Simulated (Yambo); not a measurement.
BSE-type run in Yambo on Ba2ZnN2 (space group I4/mmm, No. 139), at zero momentum.

Quantum ESPRESSO step (PBEsol, PseudoDojo standard norm-conserving files, scalar-relativistic):
```
&CONTROL
  calculation = 'nscf'
  pseudo_dir = './pseudo'
  outdir = './out'
/
&SYSTEM
  ibrav = 0
  nat = 5
  ntyp = 3
  ecutwfc = 84.0
  ecutrho = 336.0
  occupations = 'fixed'
  force_symmorphic = .true.
  nbnd = 71
/
&ELECTRONS
  conv_thr = 5e-09
  diago_full_acc = .true.
  diago_thr_init = 1e-08
/
ATOMIC_SPECIES
N 14.0070 N.upf
Zn 65.3800 Zn.upf
Ba 137.3270 Ba.upf
CELL_PARAMETERS angstrom
 -2.098375000000   2.098375000000   6.491870000000
  2.098375000000  -2.098375000000   6.491870000000
  2.098375000000   2.098375000000  -6.491870000000
ATOMIC_POSITIONS crystal
N   0.859290000000   0.859290000000  -0.000000000000
N   0.140710000000   0.140710000000   0.000000000000
Zn   0.000000000000   0.000000000000   0.000000000000
Ba   0.654720000000   0.654720000000  -0.000000000000
Ba   0.345280000000   0.345280000000  -0.000000000000
K_POINTS automatic
6 6 6 0 0 0
```

Yambo input:
```
rim_cut
optics
bse
bss
dipoles
em1s
RandQpts= 1000000
RandGvec= 1 Ry
FFTGvecs= 40 Ry
Chimod= "HARTREE"
BSKmod= "SEX"
BSEmod= "resonant"
BSSmod= "hs"
BSENGexx= 15 Ry
BSENGBlk= 3 Ry
% KfnQP_E
 0.546 | 1.0 | 1.0 |
%
% BSEQptR
 1 | 1 |
%
% BSEBands
 20 | 31 |
%
% BEnRange
 0.0 | 6.1 | eV
%
% BDmRange
 0.15 | 0.15 | eV
%
BEnSteps= 122
% BLongDir
 0.0 | 0.0 | 1.0 |
%
BSHayTrs= -0.02
BSSNEig= 24
WRbsWF
% BndsRnXs
 5 | 67 |
%
NGsBlkXs= 3 Ry
% LongDrXs
 1.0 | 1.0 | 1.0 |
%
```

From the report:

The dimension is k points × valence × conduction bands = 216 × 6 × 6 = 7776.
```
  [SLEPC] Approach                          : Krylov-Schur
  [SLEPC] Number of requested eigenvalues   :  24
  [SLEPC] Number of eigenvalues        [NEV]:  24
   [K] Dimension                                    :   7776
   [K] Bands                                        :  20  31
   [K] Exchange res                                 : yes
   [K] Correlation res                              : yes
   [K] W interaction is bare                        : no
   [K] RL vectors exchange                          :   755
   [K] RL vectors correlation                       :   79
   [W] Matrix size                                  :   79
   [W] Bands                                        :    5   67
   [W] Coulomb Cutoff                               : none
   [W] Hxc Kernel                                   : HARTREE
```

Geometry of the Materials Project entry, not relaxed at this level.

With a shallow 3d shell G0W0 needs far more bands and larger blocks than here, so the scissor is uncertain by tenths of an eV or more.
